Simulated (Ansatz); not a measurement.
Stress against strain in Ir

```xyz
1
Lattice="0.0000 1.9197 1.9197 1.9197 0.0000 1.9197 1.9197 1.9197 0.0000" Properties=species:S:1:pos:R:3 pbc="T T T"
Ir    0.0000    0.0000    0.0000
```

The geometry is COD entry 9008470, unchecked; take it as a test cell.

Spin–orbit coupling is left out, though it moves levels of the heavy atoms by tenths of an eV or more.

Method: DFT, PBEsol, all-electron LAPW, scalar-relativistic (Ansatz 0.2.0).

Sampling and basis: a Γ-centred 15×15×15 k mesh, Fermi–Dirac smearing of 0.05 eV, basis error target 0.5 meV/atom, no spin polarisation.

The strain is applied along the Cartesian axes of the cell as listed (γ is the engineering shear, twice εxy = εyz = εzx). Fractional coordinates are held (clamped ions).

σ is the change of stress from the unstrained cell, which is at -2.83 GPa; tension is positive, so slopes are stress–strain coefficients at that pressure. In a metal the k mesh adds noise.

Only quantities that a quadratic follows smoothly over the whole series are listed; rougher ones are left out.

```tsv
γ	σxy (GPa)
-0.0300	-8.21
-0.0100	-2.74
0.0000	0.00
0.0100	2.79
0.0200	5.62
0.0300	8.45
```

Q: Fit the series and read off the stiffness at zero strain.

A: Least-squares fits y = p0 + p1 x + p2 x² to the rows give σxy (GPa): p1 = 278, p2 = 120. So C44 (clamped ions) = 278 GPa.

Q: One run, at γ = -0.0200, is withheld. Predict its row.

A: The fits give -5.49; the run gave -5.49.
